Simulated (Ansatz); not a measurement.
With plane-wave PAW PBEsol (Ansatz code), Sn in the simple hexagonal structure (P6/mmm) relaxes to a = 3.208 Å, c = 3.016 Å.

Electronic character: metallic (no gap). Gap from PBEsol with spin–orbit coupling: none (metallic).

An equation-of-state fit gives a bulk modulus of 55.4 GPa. The relaxed-ion elastic constants in GPa are C11 = 95.5, C12 = 64.4, C13 = 8.1, C33 = 146, C44 = 20.6. The elastic constants imply a Debye temperature near 204 K.

The start of the workflow was typed in or built on a structure type; neither database checked (COD, Materials Project) lists it. It is not the phase usual at ambient conditions (space group No. 141). The PBEsol relaxation kept the symmetry of its start; whether a distortion lowers the energy is not shown. As this level gives no gap, shear constants depend on the k-mesh and smearing (Fermi–Dirac, 0.1 eV here). Axis ratios of metals converge slowly with the k-mesh, so a and c are less sure than the volume. Scalar-relativistic: spin–orbit coupling is off unless named, which matters more the heavier the elements.

Potentials: the later of the program's two PAW sets.
